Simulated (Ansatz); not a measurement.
A geometry of SnO₂ away from equilibrium: the start of the relaxation of a generated cell, SnO2 built in the AFLOW prototype A2B_mP12_3_bc3e_2e (as in SiO2). Calculation: PBEsol (plane waves to 420 eV, PAW, scalar-relativistic; Ansatz, an electronic-structure program). Γ-centred k-mesh 5×5×3 on the run's cell (coarser than for final values), Fermi–Dirac smearing 0.05 eV.

```xyz
12
Lattice="4.3414 0.0000 0.0000 0.0000 4.3089 0.0000 -1.5273 0.0000 7.5916" Properties=species:S:1:pos:R:3 pbc="T T T"
Sn    -0.2718     0.0000     5.2877
Sn     3.0858     0.0000     2.3040
Sn     1.3822     2.5235     1.3511
Sn     1.4319     2.5235     6.2406
O     -0.7637     0.6854     3.7958
O      2.1707     3.1825     0.0000
O     -0.1849     3.2403     1.4369
O      2.9990     3.2403     6.1548
O      0.6955     3.0797     4.8643
O      2.1186     3.0797     2.7274
O      1.8385     0.8702     1.4274
O      0.9756     0.8702     6.1643
```

Task: Predict the force on each atom, in eV/Å.

Result: 
| atom | Fx | Fy | Fz |
|---|---|---|---|
| Sn1 | -8.73 | 10.77 | 3.50 |
| Sn2 | 8.73 | 10.77 | -3.50 |
| Sn3 | -7.21 | -3.86 | -3.84 |
| Sn4 | 7.21 | -3.86 | 3.84 |
| O5 | 0.00 | 7.94 | 0.00 |
| O6 | 0.00 | 6.80 | 0.00 |
| O7 | -2.27 | -1.40 | -3.49 |
| O8 | 2.27 | -1.40 | 3.49 |
| O9 | 4.09 | -8.16 | -15.55 |
| O10 | -4.09 | -8.16 | 15.55 |
| O11 | -2.77 | -4.72 | -3.15 |
| O12 | 2.77 | -4.72 | 3.15 |

Task: What is the pressure?

Result: +126 GPa, compression positive.

No spin polarisation in the result.

The run could not lose the symmetry of its start: the end is stationary, and may be a saddle point rather than a minimum.

The end of the path is a generated cell of SnO2: the first start was made by placing the elements on the sites of a structure type, and the end was not matched to a known phase here, so it may be hypothetical. Known forms of SnO2 include space group No. 136.
